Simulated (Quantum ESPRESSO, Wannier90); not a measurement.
# CdSe (wurtzite), plane waves to Wannier functions

Materials Project entry mp-1070; symmetrised, unrelaxed at this level. COD (Crystallography Open Database) has an entry of this formula and space group (matched by these alone). Level: LDA, no spin polarisation, no spin-orbit coupling; pw.x of Quantum ESPRESSO at 82 Ry with PseudoDojo potentials, 6×6×4 k-points, Wannier90. Density: 12×12×6 mesh, Gaussian smearing 0.01 Ry. Spin-orbit coupling, left out, would split the p-like bands by a few tenths of an eV.

```
begin unit_cell_cart
ang
    4.3460898497    0.0000000000    0.0000000000
   -2.1730449248    3.7638242170    0.0000000000
    0.0000000000    0.0000000000    7.0898400000
end unit_cell_cart
mp_grid = 6 6 4
```

Which shells of neighbouring k-points and which b-vectors and weights does Wannier90 pick for this cell and mesh?


```
 *---------------------------------- K-MESH ----------------------------------*
 +----------------------------------------------------------------------------+
 |                    Distance to Nearest-Neighbour Shells                    |
 |                    ------------------------------------                    |
 |          Shell             Distance (Ang^-1)          Multiplicity         |
 |          -----             -----------------          ------------         |
 |             1                   0.221556                      2            |
 |             2                   0.278227                      6            |
 |             3                   0.355665                     12            |
 |             4                   0.443112                      2            |
 |             5                   0.481903                      6            |
 |             6                   0.523219                     12            |
 |             7                   0.530394                     12            |
 |             8                   0.556454                      6            |
       ... (lines left out)
 +----------------------------------------------------------------------------+
 | The b-vectors are chosen automatically                                     |
 | The following shells are used:                       1,  2                 |
 +----------------------------------------------------------------------------+
 |                        Shell   # Nearest-Neighbours                        |
 |                        -----   --------------------                        |
 |                          1               2                                 |
 |                          2               6                                 |
 +----------------------------------------------------------------------------+
 | Completeness relation is fully satisfied [Eq. (B1), PRB 56, 12847 (1997)]  |
 +----------------------------------------------------------------------------+
 |                  b_k Vectors (Ang^-1) and Weights (Ang^2)                  |
 |                  ----------------------------------------                  |
 |            No.         b_k(x)      b_k(y)      b_k(z)        w_b           |
 |            ---        --------------------------------     --------        |
 |             1         0.000000    0.000000    0.221556    10.185987        |
 |             2         0.000000    0.000000   -0.221556    10.185987        |
 |             3         0.000000    0.278227    0.000000     4.306061        |
 |             4         0.240952    0.139114    0.000000     4.306061        |
 |             5         0.000000   -0.278227    0.000000     4.306061        |
 |             6         0.240952   -0.139114    0.000000     4.306061        |
 |             7        -0.240952   -0.139114    0.000000     4.306061        |
 |             8        -0.240952    0.139114    0.000000     4.306061        |
```
